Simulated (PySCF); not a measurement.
PySCF single point, B3LYP/6-31G*, density fitting, vacuum, on ethylene glycol, C2H6O2 (SMILES OCCO), charge 0, multiplicity 1.

```python
from pyscf import gto, scf, dft
mol = gto.M(atom='''
O     -0.877768    -0.586939     0.435123
C     -0.243253     0.529238    -0.159878
C      1.249395     0.424906     0.156729
O      1.820456    -0.719456    -0.417236
H     -1.820456    -0.554793     0.247612
H     -0.387354     0.517269    -1.248542
H     -0.640520     1.469212     0.244891
H      1.779702     1.284202    -0.258227
H      1.376189     0.414343     1.248542
H      1.272771    -1.469212    -0.152190
''', basis='6-31G*', charge=0, spin=0, verbose=3)
mf = dft.RKS(mol, xc='B3LYP')
mf = mf.density_fit()
mf.max_cycle = 100
e = mf.kernel()
print('converged', mf.converged)
print('E_total', e)
print('nao', mol.nao)
print('HOMO', mf.mo_energy[mf.mo_occ > 0].max())
mf.dip_moment()
```

Output:

```
converged SCF energy = -230.23587384166
converged True
E_total -230.2358738416603
nao 68
HOMO -0.2578212187181457
Dipole moment(X, Y, Z, Debye): -2.36524,  0.89961,  0.07550
```

The total energy is -6265.04 eV.
